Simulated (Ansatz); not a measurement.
The elements of this relaxed trial crystal are hidden behind letters.

```
lattice vectors (Å)
   2.8913    0.0000    0.0000
   0.0000    2.8913    0.0000
   0.0000    0.0000    8.9840
fractional positions
X 0.5000 0.5000 0.1880
X 0.0000 0.0000 0.3418
X 0.5000 0.5000 0.5000
X 0.0000 0.0000 0.6582
X 0.5000 0.5000 0.8120
Z 0.0000 0.0000 0.0000
```

Level of theory: DFT PBE, scalar-relativistic, plane waves, PAW in Ansatz 0.2.0. Plane waves to 420 eV, a 14×14×4 mesh through Γ for the 6-atom cell and 0.10 eV Gaussian smearing; collinear spin.

| Quantity | Value |
| --- | --- |
| Space group | P4/mmm (No. 123) |
| Conventional cell | a = 2.891 Å, c = 8.984 Å |
| Volume per atom | 12.52 Å³ |
| Density | 10.49 g/cm³ |
| Formation energy | −0.04 eV/atom |
| Gap on the 14×14×4 mesh of the 6-atom cell | 0 eV (a metal) |
| Net moment per atom | 2.25 μB |

Energies are uncorrected and count from the elements' standard states at the same level.

Question: X is a d-block element of period 4 and Z is a d-block element of period 6. Which elements are they?

Answer: X = Fe, Z = Pt, so the formula is Fe5Pt. Density times volume gives a mean mass of 10.49 × 12.52/1.6605 = 79.1 u per atom, and this set has 79.1 u. Fe on a site of symmetry 4mm has 4 Fe at 2.47 Å, 4 Pt at 2.65 Å and 5 Fe at 2.80–2.89 Å; around Fe on a second site of symmetry 4mm lie 8 Fe at 2.47–2.49 Å, 5 Fe at 2.84–2.89 Å and 1 Pt at 3.07 Å; around Pt lie 8 Fe at 2.65 Å, 4 Pt at 2.89 Å and 2 Fe at 3.07 Å; 1 more site not described. Other sets within the hints have nearly the same mass, so mass alone doesn't settle it; this one was computed.

These runs have no spin–orbit coupling, which can matter for Pt. The magnetic state reached may not be the lowest. Symmetry constrained the relaxation, so the result can be a saddle point.
